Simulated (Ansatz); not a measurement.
Values for one crystal, relaxed and computed with LDA (plane waves, PAW; program Ansatz); other levels are named.

| Quantity | Result |
|---|---|
| Volume per atom | 16.41 Å³ |
| Electronic character | metallic (no gap) |
| Zone-centre stability | no imaginary mode at Γ |
| Hill bulk and shear moduli | 180 and 31.0 GPa |
| Formation energy from the elements (no fitted shifts) | -0.046 eV/atom |
| Young's modulus | 87.9 GPa |
| Elastic constants (relaxed ions, GPa) | C11 = 204, C12 = 168, C44 = 44.5 |

Q: Which compound is it?
(A) MgPt3, Cu3Au type
(B) ZnAu, CsCl type
(C) Pb2Au, I4/mcm (Pb on 8h, Au on 4a)
(D) AgAu3, Cu3Au type

A: D, AgAu3, Cu3Au type

Space group Pm-3m (Cu3Au type). The workflow started from a Materials Project entry (that database holds measured and hypothetical structures alike); the Crystallography Open Database copy checked does not list it. Its standing as an ambient phase is unchecked. The cell was relaxed with LDA under the symmetry of its start. The run is not spin-polarised. As this level gives no gap, shear constants depend on the k-mesh and smearing (Fermi–Dirac, 0.1 eV here). The references are the lowest solids computed at this level, not always the standard phases. Spin–orbit coupling is left out wherever it is not named.

Potentials: the later of the program's two PAW sets.
